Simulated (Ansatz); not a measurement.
As₂Cl, a known structure type with other elements, at an estimated volume

```
CELL_PARAMETERS angstrom
5.99722 0.00000 0.00000
-2.99861 5.19375 0.00000
0.00000 0.00000 9.73394
ATOMIC_POSITIONS crystal
As 0.83300 0.66600 0.25000
As 0.16700 0.83300 0.75000
As 0.33400 0.16700 0.25000
As 0.16700 0.33400 0.75000
As 0.83300 0.16700 0.25000
As 0.66600 0.83300 0.75000
As 0.00000 0.00000 0.00000
As 0.00000 0.00000 0.50000
Cl 0.33330 0.66670 0.06250
Cl 0.66660 0.33330 0.56250
Cl 0.33330 0.66670 0.43750
Cl 0.66670 0.33340 0.93750
```

Level: PBE, no spin polarisation; 420 eV; 7×7×4 Γ-centred mesh; fermi-dirac occupations (width 0.1128 eV); Ansatz 0.2.0, fixed geometry.

Task: Give the Bader charges.

Result: Bader charges in e: As +0.26, Cl -0.53. In the mean As gives up most and Cl takes most.

Task: Is there a gap?

Result: It is a metal, with about 10 states/eV a cell as the mean within 0.25 eV of the Fermi level, mostly As p (67 %) and Cl p (30 %).

Task: Which atom feels the largest force, and which way?

Result: The largest is on As2 (and as large on other atoms): 0.49 eV/Å, components (-0.43, 0.25, 0.00). It makes 55° with the line to a nearest neighbour, As7 at 2.99 Å.

Task: Describe some of the short contacts.

Result: As–As at 2.99 Å: least valence density 0.22 e/Å³ and ELF 0.43 there. As–Cl at 3.50 Å: least valence density 0.07 e/Å³ and ELF 0.07 there. Cl–Cl at 3.65 Å: least valence density 0.04 e/Å³ and ELF 0.03 there. Both are smooth PAW fields, read partly inside the augmentation spheres.

Origin: a known structure type with other elements, at an estimated volume, so it need not be a known compound. Caveats: many states at the Fermi level without spin polarisation, so a magnetic state may lie lower.
